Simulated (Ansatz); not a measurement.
Cells of TiAl$_{3}$ relaxed with r2SCAN (plane waves to 500 eV, PAW, scalar-relativistic; Ansatz, a first-principles code), each with a space-group label. One label is wrong.

**A**, labelled P6₃22 (No. 182)
```
CELL_PARAMETERS angstrom
      7.51015     0.00000     0.00000
     -3.75508     6.50398     0.00000
      0.00000     0.00000     2.85439
ATOMIC_POSITIONS crystal
  Al 0.31497 0.00000 0.00000
  Al 0.31497 0.31497 0.50000
  Al 0.00000 0.31497 0.00000
  Al 0.68503 0.00000 0.50000
  Al 0.68503 0.68503 0.00000
  Al 0.00000 0.68503 0.50000
  Ti 0.33333 0.66667 0.25000
  Ti 0.66667 0.33333 0.75000
```

**B**, labelled Pmma (No. 51)
```xyz
4
Lattice="-2.7031 2.7031 2.7031 2.7031 -2.7031 2.7031 2.7031 2.7031 -2.7031" Properties=species:S:1:pos:R:3 pbc="T T T"
Al     2.7031     0.0000     0.0000
Al     0.0000     0.0000     2.7031
Al     0.0000     2.7031     0.0000
Ti     0.0000     0.0000     0.0000
```

**C**, labelled R-3m (No. 166)
```xyz
8
Lattice="2.5113 1.4499 6.2673 -2.5113 1.4499 6.2673 0.0000 -2.8998 6.2673" Properties=species:S:1:pos:R:3 pbc="T T T"
Al     0.0000     0.0000     5.4575
Al     0.0000     0.0000    13.3445
Al     0.0000    -1.4499     3.1337
Al     1.2556     0.7249     3.1337
Al    -1.2556     0.7249     3.1337
Al     0.0000     0.0000     0.0000
Ti     0.0000     0.0000    10.6929
Ti     0.0000     0.0000     8.1091
```

**D**, labelled I4/mmm (No. 139)
```yaml
crystal:
  lattice:
    - [-1.91209, 1.91209, 4.28028]
    - [1.91209, -1.91209, 4.28028]
    - [1.91209, 1.91209, -4.28028]
  atoms:
    - { symbol: Al, position: [0.25000, 0.75000, 0.50000] }
    - { symbol: Al, position: [0.75000, 0.25000, 0.50000] }
    - { symbol: Al, position: [0.50000, 0.50000, 0.00000] }
    - { symbol: Ti, position: [0.00000, 0.00000, 0.00000] }
```

**Question.** Which label is wrong, and what should it be (tolerance 0.01 Å)?

**Answer.** B: its symmetry is Im-3m (No. 229), cI8, AFLOW prototype A3B_cI8_229_b_a (as in H3S); a = b = c = 5.406 Å, α = β = γ = 90.00°.

Each run could gain symmetry but not lose that of its start, so entries can be saddle points. From databases, or of a type measured for this composition: I4/mmm, tI8, AFLOW prototype A3B_tI8_139_bd_a (D0_22, as in TiAl3); the others are generated cells (placed on structure types, drawn at random, substituted or restacked) that were not matched to a known phase here.

No spin polarisation in the result. A magnetic state may lie lower.
